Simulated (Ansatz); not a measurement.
ZnGeO3:
```
CELL_PARAMETERS angstrom
      2.48321     1.43368     4.61683
     -2.48321     1.43368     4.61683
      0.00000    -2.86736     4.61683
ATOMIC_POSITIONS crystal
  Zn 0.36751 0.36751 0.36751
  Zn 0.63249 0.63249 0.63249
  Ge 0.15637 0.15637 0.15637
  Ge 0.84363 0.84363 0.84363
  O  0.78531 0.04717 0.43870
  O  0.21469 0.95283 0.56130
  O  0.04717 0.43870 0.78531
  O  0.95283 0.56130 0.21469
  O  0.43870 0.78531 0.04717
  O  0.56130 0.21469 0.95283
```

Relaxed with r²SCAN. Independent-particle spectrum: no excitons, no local fields, no scissors shift; 0.1 eV broadening; ε₁ of the summed bands alone.

Q: Tabulate the dielectric function from DFT-r²SCAN in the program Ansatz with PAW potentials.

A: 

```csv
E (eV),ε₁ xx,ε₂ xx,ε₁ zz,ε₂ zz
0.0,3.81,0.00,3.71,0.00
0.4,3.82,0.00,3.72,0.00
0.8,3.84,0.00,3.74,0.00
1.2,3.87,0.00,3.77,0.00
1.6,3.91,0.00,3.81,0.00
2.0,3.97,0.00,3.88,0.00
2.4,4.05,0.00,3.96,0.00
2.8,4.17,0.00,4.09,0.00
3.2,4.34,0.00,4.30,0.00
3.6,4.64,0.15,4.75,0.24
4.0,4.78,0.32,4.67,0.72
4.4,4.95,0.74,4.54,0.92
4.8,4.86,0.99,4.48,1.03
5.2,4.84,1.15,4.47,1.11
5.6,4.86,1.30,4.51,1.19
6.0,4.95,1.51,4.63,1.27
6.4,4.95,1.65,4.92,1.44
6.8,5.36,2.10,5.57,2.10
7.2,4.81,2.75,4.64,3.69
7.6,4.91,2.55,4.42,2.72
8.0,4.78,3.24,3.94,3.80
8.4,4.26,3.45,2.35,3.33
8.8,4.09,3.45,2.64,2.07
9.2,4.40,3.50,3.77,1.76
9.6,3.75,5.40,4.43,3.39
10.0,2.40,4.71,3.31,3.44
10.4,2.33,4.07,2.97,3.74
10.8,2.26,4.07,2.54,3.44
11.2,1.90,4.47,2.88,3.39
11.6,1.27,3.62,2.62,3.82
12.0,1.69,3.80,2.19,4.19
```

Q: From ε at 3.9 eV (xx: 4.72 + 0.30i), find n, k, the normal reflectivity and the absorption coefficient.

A: n = 2.17, k = 0.069, R = 14 %, α = 2kE/ħc = 27000 cm⁻¹.

With all bands, ε∞ without local fields is 4.02 (xx = yy), 3.92 (zz).

Space group R-3. The first step of the workflow began from a Materials Project structure, measured or hypothetical; the Crystallography Open Database copy checked does not list it. Its standing as an ambient phase is unchecked. Symmetry was held in the r²SCAN relaxation; whether a distortion lowers the energy is not shown. Spin–orbit coupling is left out wherever it is not named.

Potentials: the later of the program's two PAW sets.
